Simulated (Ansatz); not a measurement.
MoW (CsCl type, Pm-3m), a = b = c = 3.1722 Å, α = β = γ = 90.00°.

Relaxed with PBE.

Problem. Which orbitals make up the states near the Fermi level in the program Ansatz at the PBE level (PAW)?

Solution. Within 0.5 eV of the Fermi level: Mo 4d 48 %, W 5d 39 %, outside the projected shells 7 %. Projections are on Löwdin-orthogonalised atomic valence shells; empty p or d shells of many metals are not among them.

Problem. Tabulate the density of states.

Solution. States/eV per cell of 2 atoms, in 0.25 eV bins, energy from the Fermi level.

```
E (eV)  total  Mo 4d  W 5d  W 6s
------  -----  -----  ----  ----
-7.85    0.09   0.00  0.00  0.04
-7.60    0.12   0.00  0.00  0.05
-7.35    0.14   0.00  0.00  0.06
-7.10    0.17   0.00  0.00  0.07
-6.85    0.20   0.01  0.01  0.09
-6.60    0.24   0.01  0.01  0.10
-6.35    0.28   0.02  0.02  0.12
-6.10    0.35   0.03  0.03  0.14
-5.85    0.68   0.18  0.12  0.21
-5.60    1.22   0.42  0.27  0.33
-5.35    1.45   0.52  0.42  0.33
-5.10    1.76   0.65  0.60  0.33
-4.85    1.79   0.74  0.68  0.23
-4.60    1.86   0.86  0.78  0.09
-4.35    2.27   1.04  0.99  0.06
-4.10    2.57   1.09  1.12  0.04
-3.85    1.54   0.63  0.74  0.02
-3.60    0.91   0.40  0.45  0.01
-3.35    2.44   1.24  1.14  0.01
-3.10    4.19   2.17  1.92  0.01
-2.85    3.09   1.49  1.50  0.02
-2.60    2.23   1.11  1.02  0.03
-2.35    2.10   1.02  0.93  0.05
-2.10    2.43   1.11  1.07  0.08
-1.85    4.10   1.84  1.72  0.18
-1.60    2.98   1.38  1.21  0.12
-1.35    1.97   0.90  0.78  0.08
-1.10    1.11   0.47  0.41  0.06
-0.85    0.97   0.43  0.35  0.05
-0.60    0.87   0.40  0.30  0.04
-0.35    0.91   0.46  0.30  0.03
-0.10    1.09   0.60  0.35  0.02
0.15     0.90   0.41  0.37  0.02
0.40     1.40   0.59  0.68  0.02
0.65     1.86   0.75  0.99  0.02
0.90     1.92   0.85  0.99  0.02
1.15     2.17   1.00  1.10  0.02
1.40     2.45   1.16  1.22  0.01
1.65     2.53   1.23  1.23  0.01
1.90     2.83   1.39  1.38  0.01
2.15     2.57   1.32  1.19  0.01
2.40     4.54   2.84  1.55  0.02
2.65     2.62   1.31  1.11  0.03
2.90     2.24   0.72  1.30  0.06
3.15     2.93   0.70  1.94  0.08
3.40     1.58   0.53  0.80  0.07
3.65     1.36   0.43  0.66  0.11
3.90     1.24   0.40  0.56  0.11
4.15     1.08   0.37  0.47  0.10
4.40     1.09   0.37  0.46  0.09
4.65     0.81   0.26  0.31  0.09
```

The start of the workflow was typed in or built on a structure type; neither database checked (COD, Materials Project) lists it. Its standing as an ambient phase is unchecked. The cell was relaxed with PBE under the symmetry of its start; its stability against distortions is not shown here. The run is not spin-polarised. Scalar-relativistic: spin–orbit coupling is off unless named, which matters more the heavier the elements.

Potentials: the later of the program's two PAW sets.
